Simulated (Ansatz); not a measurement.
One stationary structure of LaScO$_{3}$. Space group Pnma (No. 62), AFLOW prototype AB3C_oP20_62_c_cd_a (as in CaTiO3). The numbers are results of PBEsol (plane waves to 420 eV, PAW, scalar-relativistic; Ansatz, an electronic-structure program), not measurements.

Space group Pnma (No. 62); a = 5.7641 Å, b = 8.0393 Å, c = 5.6388 Å, α = β = γ = 90.00°

| atom | site | symmetry | x | y | z |
|---|---|---|---|---|---|
| La | 4c | .m. | 0.0458 | 0.7500 | 0.4882 |
| Sc | 4a | -1 | 0.0000 | 0.0000 | 0.0000 |
| O | 4c | .m. | 0.0336 | 0.2500 | 0.1000 |
| O | 8d | 1 | 0.2040 | 0.0534 | 0.7042 |

```yaml
volume_per_atom: 13.07 Å³
band_gap: 3.93 eV, direct at Γ (no spin-orbit coupling)
shortest_distances: O–Sc 2.09 Å; La–O 2.37 Å; O–O 2.91 Å; La–Sc 3.30 Å
k-mesh: 5×4×5
```

Band energies at high-symmetry points (eV from the VBM; labels of this space group; no spin-orbit coupling), from −5 eV up to 4.9 eV:

```json
[
 {"point": "Γ", "energies": "-3.55 -3.23 -3.21 -3.20 -2.75 -2.58 -2.51 -2.44 -2.26 -2.25 -2.22 -2.18 -1.95 -1.77 -1.72 -1.72 -1.65 -1.57 -1.56 -1.54 -1.51 -1.30 -1.27 -1.03 -0.94 -0.94 -0.85 -0.84 -0.82 -0.54 -0.37 -0.26 -0.23 -0.16 -0.02 0.00 3.93 4.23 4.33 4.68 4.73 4.75 4.87"},
 {"point": "X", "energies": "-3.01 -3.01 -2.98 -2.98 -2.63 -2.63 -2.47 -2.47 -2.39 -2.39 -2.24 -2.24 -2.08 -2.08 -1.97 -1.97 -1.77 -1.77 -1.61 -1.61 -1.37 -1.37 -1.36 -1.36 -1.30 -1.30 -0.72 -0.72 -0.67 -0.67 -0.54 -0.54 -0.44 -0.44 -0.09 -0.09 4.53 4.53 4.67 4.67 4.93 4.93"},
 {"point": "S", "energies": "-2.95 -2.95 -2.95 -2.95 -2.44 -2.44 -2.44 -2.44 -2.27 -2.27 -2.27 -2.27 -1.98 -1.98 -1.98 -1.98 -1.78 -1.78 -1.78 -1.78 -1.57 -1.57 -1.57 -1.57 -0.85 -0.85 -0.85 -0.85 -0.76 -0.76 -0.76 -0.76 -0.25 -0.25 -0.25 -0.25 4.63 4.63 4.63 4.63"},
 {"point": "Y", "energies": "-3.15 -3.15 -2.83 -2.83 -2.62 -2.62 -2.46 -2.46 -2.41 -2.41 -2.13 -2.13 -1.96 -1.96 -1.94 -1.94 -1.90 -1.90 -1.51 -1.51 -1.46 -1.46 -1.07 -1.07 -1.07 -1.07 -0.77 -0.77 -0.62 -0.62 -0.35 -0.35 -0.24 -0.24 -0.18 -0.18 4.26 4.26 4.62 4.62 4.67 4.67 4.89 4.89"},
 {"point": "Z", "energies": "-3.27 -3.27 -3.16 -3.16 -2.81 -2.81 -2.41 -2.41 -2.32 -2.32 -2.18 -2.18 -2.09 -2.09 -1.91 -1.91 -1.85 -1.85 -1.53 -1.53 -1.41 -1.41 -1.36 -1.36 -1.12 -1.12 -0.77 -0.77 -0.73 -0.73 -0.42 -0.42 -0.30 -0.30 -0.11 -0.11 4.40 4.40 4.65 4.65 4.78 4.78 4.89 4.89 4.94 4.94"},
 {"point": "U", "energies": "-3.48 -3.48 -3.20 -3.20 -3.06 -3.06 -2.56 -2.56 -2.49 -2.49 -2.32 -2.32 -2.10 -2.10 -1.94 -1.94 -1.82 -1.82 -1.60 -1.60 -1.20 -1.20 -1.17 -1.17 -1.08 -1.08 -0.89 -0.89 -0.58 -0.58 -0.34 -0.34 -0.32 -0.32 -0.24 -0.24 4.22 4.22 4.65 4.65"},
 {"point": "R", "energies": "-3.12 -3.12 -3.12 -3.12 -2.87 -2.87 -2.87 -2.87 -2.33 -2.33 -2.33 -2.33 -2.05 -2.05 -2.05 -2.05 -1.72 -1.72 -1.72 -1.72 -1.54 -1.54 -1.54 -1.54 -0.84 -0.84 -0.84 -0.84 -0.52 -0.52 -0.52 -0.52 -0.26 -0.26 -0.26 -0.26 4.48 4.48 4.48 4.48"},
 {"point": "T", "energies": "-3.17 -3.17 -3.16 -3.16 -2.53 -2.53 -2.47 -2.47 -2.32 -2.32 -2.30 -2.30 -1.93 -1.93 -1.84 -1.84 -1.81 -1.81 -1.68 -1.68 -1.60 -1.60 -1.52 -1.52 -1.06 -1.06 -0.76 -0.76 -0.74 -0.74 -0.47 -0.47 -0.29 -0.29 -0.14 -0.14 4.51 4.51 4.53 4.53 4.84 4.84 4.84 4.84"}
]
```

No spin polarisation in the result.

The run could not lose the symmetry of its start.

The first start was generated by placing the elements on the sites of a structure type. A measured structure of LaScO3 has the same space group, Pnma (No. 62); the sites were not compared with it.
